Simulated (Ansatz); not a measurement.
ZnS (wurtzite, space group No. 186), LDA (plane waves, PAW; program Ansatz). The conduction-band minimum lies at Γ, with 1 equivalent valley. Second derivatives d²E/dk² of the lowest band at one valley (eV·Å²), along Cartesian directions:

```csv
direction,d²E/dk²
[100],42.34
[010],42.34
[001],49.15
[110],42.34
[101],45.76
[011],45.76
```

**Question.** Find the principal effective masses, the density-of-states mass and the conductivity mass.

**Answer.** Off-diagonal terms follow from H_xy = H[110] − (H_xx + H_yy)/2, and m*/mₑ = 7.620 eV·Å² over each eigenvalue: 0.16, 0.18, 0.18. One valley's DOS mass (m₁m₂m₃)^(1/3) = 0.17, conductivity mass 3/(Σ 1/mᵢ) = 0.17 mₑ.

**Question.** What effective density of states Nc follows at 300 K for parabolic valleys?

**Answer.** Nc = 2.509e19 × 1 × (0.17)^(3/2) ≈ 1.8e18 cm⁻³.

**Question.** With the computed static dielectric constant 8.64 (mean of the diagonal), estimate a hydrogenic donor's binding energy and radius.

**Answer.** E = 13.606 eV × 0.17/8.64² ≈ 31 meV; a = 0.529 Å × ε/m* ≈ 27 Å. Semilocal masses tend to be too small when the gap is underestimated.

Space group P6_3mc (wurtzite). The LDA relaxation kept the symmetry of its start.

Potentials: the earlier of the program's two PAW sets. The files were generated under PBE; for other functionals the program regenerates the frozen cores, and for LDA and PBEsol the local potential too.
